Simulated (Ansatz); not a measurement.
**Relaxing a structure of MgSe**

The start is a generated cell, MgSe built in the GeS structure type. Cell shape, volume and atoms are optimised at zero target pressure with r2SCAN (plane waves to 500 eV, PAW, scalar-relativistic; Ansatz, a first-principles code). The first steps use a 3×9×8 k-mesh.

Initial structure:
```
MgSe
1.0
   10.90833     0.00000     0.00000
    0.00000     3.79239     0.00000
    0.00000     0.00000     4.48002
Mg Se
4 4
Direct
  0.12210   0.25000   0.12770
  0.37790   0.75000   0.62770
  0.87790   0.75000   0.87230
  0.62210   0.25000   0.37230
  0.84950   0.25000   0.50230
  0.65050   0.75000   0.00230
  0.15050   0.75000   0.49770
  0.34950   0.25000   0.99770
```

| Quantity | Value |
|---|---|
| Initial pressure | +1.3 GPa (positive: the cell is compressed) |
| Outcome | The space group goes from Pnma (No. 62) to Fm-3m (No. 225); the end is rock salt type, with 2 atoms in the primitive cell |
| Energy released | 0.55 eV/atom |
| Shortest distances (start → end) | The closest pairs of elements (up to four, under 3.6 Å), start → end: Mg–Se 2.54 → 2.74 Å; Mg–Mg 3.46 → 3.87 Å |
| Optimiser moves | 9 |

Final values are on a 10×10×10 k-mesh of the relaxed cell. No spin polarisation in the result.

The run could not lose the symmetry of its start.
